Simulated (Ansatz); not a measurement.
**Li$_{6}$Ru (Fm-3m)**

All numbers below come from DFT PBE, scalar-relativistic, plane waves, PAW (Ansatz).

Cutoff 420 eV; k points 8×8×8 on the computed 7-atom cell (Γ-centred); Gaussian smearing, width 0.10 eV; no spin polarisation.

The structure is relaxed at this level of theory with its symmetry kept, and needn't be the ground state of this composition.

```yaml
crystal:
  lattice:
    - [0.00000, 3.88152, 3.88152]
    - [3.88152, 0.00000, 3.88152]
    - [3.88152, 3.88152, 0.00000]
  atoms:
    - { symbol: Li, position: [0.50000, 0.50000, 0.00000] }
    - { symbol: Li, position: [0.50000, 0.00000, 0.50000] }
    - { symbol: Li, position: [0.00000, 0.00000, 0.50000] }
    - { symbol: Li, position: [0.00000, 0.50000, 0.00000] }
    - { symbol: Li, position: [0.00000, 0.50000, 0.50000] }
    - { symbol: Li, position: [0.50000, 0.00000, 0.00000] }
    - { symbol: Ru, position: [0.00000, 0.00000, 0.00000] }
```

(1) Formation energy from the elements' standard states (uncorrected)?

(2) Kohn–Sham band gap?

(3) Density of states at the Fermi level?

(4) Orbital (Löwdin) character within 0.5 eV of the Fermi level?

Answers

(1) +0.241 eV/atom.

(2) none (metal).

(3) 2.2 states/eV per cell.

(4) Ru 4d 61 %, Li 2s 28 %, unprojected 8 %.

The cell was found from a structure generator's guess, not taken from experiment. Löwdin shares on free-atom orbitals overweight diffuse shells.
